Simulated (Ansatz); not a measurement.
TaAg:
```
CELL_PARAMETERS angstrom
      1.34280    -5.74427     0.00000
      1.34280     5.74427     0.00000
      0.00000     0.00000     4.52859
ATOMIC_POSITIONS crystal
  Ta 0.68202 0.31798 0.25000
  Ag 0.93646 0.06354 0.25000
  Ta 0.31798 0.68202 0.75000
  Ag 0.06354 0.93646 0.75000
```

Relaxed with r²SCAN.

Problem. Map the electron localisation function on the plane through (0.682, 0.318, 0.250) spanned by u = [1, 1, 0] and v = [1, -1, 0] in lattice vectors, from plane-wave PAW r²SCAN (Ansatz code).

Solution. x is the fraction of u, y of v (the angle between them is 90°; rows are the nearest grid lines); atoms in the plane: Ta at (0.00, 0.00), Ta at (0.50, 0.50), Ag at (0.00, 0.25), Ag at (0.50, 0.75).
```
|  =#%*=---=*%#=  |
|%%%#=::---::=#%%%|
|+=-:..:-=-:..:-=+|
|...:---------:...|
|:::::--===--:::::|
|..:-+*#%@%#*+-:..|
|..:=+*%@@@%*+=:..|
|...:-=++*++=-:...|
|--:::::::::::::--|
|==-:..  .  ..:-==|
|=-:..:-=+=-:..:-=|
|=--+#%#=-=#%#+--=|
|---+#%*=-=*%#+---|
|=-:..:-=+=-:..:-=|
|==-:..     ..:-==|
|:::::::::::::::::|
|***+=-:...:-=+***|
|@@%*+=:...:=+*%@@|
|%%#*+-:...:-+*#%%|
|--:::.:::::.:::--|
|:::::---=---:::::|
|+=-:..:-=-:..:-=+|
|%%%*=::-=-::=*%%%|
|  =#%*=---=*%#=  |
```
Scale: ten equal steps from 0.019 (start of ' ') to 0.865 (end of '@'), in the order ' .:-=+*#%@'; x runs from 0.000 to 1.00, y from 0.000 (bottom) to 1.00 (top).

The density is the valence pseudo-density with augmentation charge, so density and ELF within about 1 Å of a nucleus are not all-electron values.

Space group Cmcm. The start of the workflow was typed in or built on a structure type; neither database checked (COD, Materials Project) lists it. Its standing as an ambient phase is unchecked. The r²SCAN relaxation kept the symmetry of its start; whether a distortion lowers the energy is not shown. No spin polarisation was allowed. Its formation energy is positive at this level, so the cell may be metastable or incomplete. Scalar-relativistic: spin–orbit coupling is off unless named, which matters more the heavier the elements.

Potentials: the later of the program's two PAW sets.
